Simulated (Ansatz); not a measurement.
Relaxed-ion elastic tensor of Re (hcp (Mg type), space group No. 194) in GPa (Voigt order), PBE in the plane-wave PAW code Ansatz; density 20.68 g/cm³, 14.95 Å³ per atom.

|  | 1 | 2 | 3 | 4 | 5 | 6 |
|---|---|---|---|---|---|---|
| 1 | 601 | 269 | 221 | 0.0 | 0.0 | 0.0 |
| 2 | 269 | 601 | 221 | 0.0 | 0.0 | 0.0 |
| 3 | 221 | 221 | 657 | 0.0 | 0.0 | 0.0 |
| 4 | 0.0 | 0.0 | 0.0 | 160 | 0.0 | 0.0 |
| 5 | 0.0 | 0.0 | 0.0 | 0.0 | 160 | 0.0 |
| 6 | 0.0 | 0.0 | 0.0 | 0.0 | 0.0 | 166 |

Problem. Is the crystal mechanically stable?

Solution. Yes: the smallest eigenvalue of C is 160 GPa.

Problem. Work out the Voigt, Reuss and Hill averages.

Solution. K_V = 364, K_R = 364, K_H = 364; G_V = 174, G_R = 172, G_H = 173 GPa.

Problem. Give Young's modulus, Poisson's ratio, Pugh's ratio and the universal anisotropy index.

Solution. E = 9KG/(3K + G) = 447 GPa; ν = 0.30; K/G = 2.11 (ductile by the Pugh limit of 1.75); A_U = 5G_V/G_R + K_V/K_R − 6 = 0.07.

Problem. Estimate the sound speeds and the Debye temperature.

Solution. v_l = √((K + 4G/3)/ρ) = 5360 m/s, v_t = √(G/ρ) = 2890 m/s, mean 3230 m/s; Θ = (h/k)(3n/4πV)^(1/3) v_m = 390 K.

Problem. How much does each axis shrink under pressure?

Solution. Linear compressibilities β_i = Σ_j S_ij (j = 1 to 3): x 0.92, y 0.92, z 0.90 per TPa.

Space group P6_3/mmc (hcp (Mg type)). The PBE relaxation kept the symmetry of its start. The run is not spin-polarised. As this level gives no gap, shear constants depend on the k-mesh and smearing (Fermi–Dirac, 0.1 eV here). Scalar-relativistic: spin–orbit coupling is off unless named, which matters more the heavier the elements.

Potentials: the later of the program's two PAW sets.
